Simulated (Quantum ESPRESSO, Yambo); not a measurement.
Si2N2O (space group Cmc2_1, No. 36). The geometry is that of Materials Project entry mp-4497, symmetrised and not relaxed again. Chain: norm-conserving PBEsol (Quantum ESPRESSO, 84 Ry, no spin-orbit coupling); G0W0 in Yambo (2×2×2 Γ-centred k mesh, 174 bands and a 7 Ry block in the screening, 174 bands in G with the Bruneval-Gonze terminator, plasmon pole fitted at 27.2 eV); BSE (4×4×4 mesh, 12 valence and 11 conduction bands, static screening with 68 bands and a 3 Ry block, scissor 1.80 eV, Tamm-Dancoff).

```yaml
PBEsol gap (dense path): 5.02 eV
PBEsol gap Γ → Γ on the GW mesh: 5.02 eV
PBEsol smallest direct gap on the GW mesh, at Γ: 5.02 eV
G0W0 direct gap at that point: 6.81 eV
G0W0 correction to the gap Γ → Γ: 1.80 eV
lowest_exciton: no binding energy given (see below)
RPA electronic dielectric constant along x: 3.06 (4×4×4 mesh, PBEsol bands)
```

Rough cost of the Yambo steps against G0W0 for 12 states: BSE about 2×, one RPA spectrum about 1/4.

Nearest settings tried, and what they do to the gap: 114 bands in G: -11 meV; 114 bands in W, 114 bands in G: +9 meV; 6 Ry block (209 vectors against 261): -54 meV. Not varied: mesh. So the settings aren't converged at that level. The k mesh is coarse. The BSE states are vertical excitations (zero momentum). Convergence of the RPA response with its 4×4×4 mesh was not tested. The lowest state covers only about 1 of the 64 k points, so the mesh doesn't resolve it: its energy and its distance from the direct gap are mesh artefacts. An extended exciton needs a far denser mesh. Axes are Cartesian, with cell vectors (Å) (4.44, -2.75, 0.00), (4.44, 2.75, 0.00), (0.00, 0.00, 4.86).
